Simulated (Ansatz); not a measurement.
Sn:
```xyz
2
Lattice="0.0000 3.3282 3.3282 3.3282 0.0000 3.3282 3.3282 3.3282 0.0000" Properties=species:S:1:pos:R:3 pbc="T T T"
Sn     3.3282     3.3282     3.3282
Sn     4.9923     4.9923     4.9923
```

This is the PBE-relaxed structure.

Task: All from DFT-PBE in the program Ansatz with PAW potentials, unless another level is named. Give the density of states at the Fermi level.

Result: 0.05 states/eV per atom (mean over ±0.08 eV).

Task: Next, the gap with spin–orbit coupling?

Result: none (metallic).

Space group Fd-3m (diamond). This is a known low-temperature phase of the composition, computed here at zero pressure and temperature. The cell was relaxed with PBE under the symmetry of its start; its stability against distortions is not shown here. Scalar-relativistic: spin–orbit coupling is off unless named, which matters more the heavier the elements.

Potentials: the earlier of the program's two PAW sets.
